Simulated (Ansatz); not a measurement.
The relaxed structure here is a generated cell of SnSe: the first start was made by placing the elements on the sites of a structure type, and the end was not matched to a known phase here, so it may be hypothetical. Known forms of SnSe include space group No. 62.

The end point of a relaxation of SnSe. All values below come from PBE (plane waves to 420 eV, PAW, scalar-relativistic; Ansatz, a program for electronic structure).

```
CELL_PARAMETERS angstrom
     -2.13904     3.03220     2.16086
      2.13904    -3.03220     2.16086
      2.13904     3.03220    -2.16086
ATOMIC_POSITIONS crystal
  Sn 0.05550 0.05550 0.00000
  Se 0.51950 0.01950 0.50000
```

Q: Find the space group and the Wyckoff positions (tolerance 0.01 Å).

A: Space group Imm2 (No. 44); a = 4.278 Å, b = 6.064 Å, c = 4.322 Å, α = 90.00°, β = 90.00°, γ = 90.00°

```csv
atom,site,symmetry,x,y,z
Sn,2a,mm2,0.0000,0.0000,0.0555
Se,2b,mm2,0.0000,0.5000,0.0195
```

Q: Give the shortest distances between elements (the closest pairs, up to four, under 3.6 Å).

A: Se–Sn 2.93 Å.

| Item | Value |
|---|---|
| Volume per atom | 28.03 Å³ |
| Band gap | 0.41 eV, direct at T (no spin-orbit coupling) |

No spin polarisation in the result.

The run could not lose the symmetry of its start: the end is stationary, and may be a saddle point rather than a minimum.
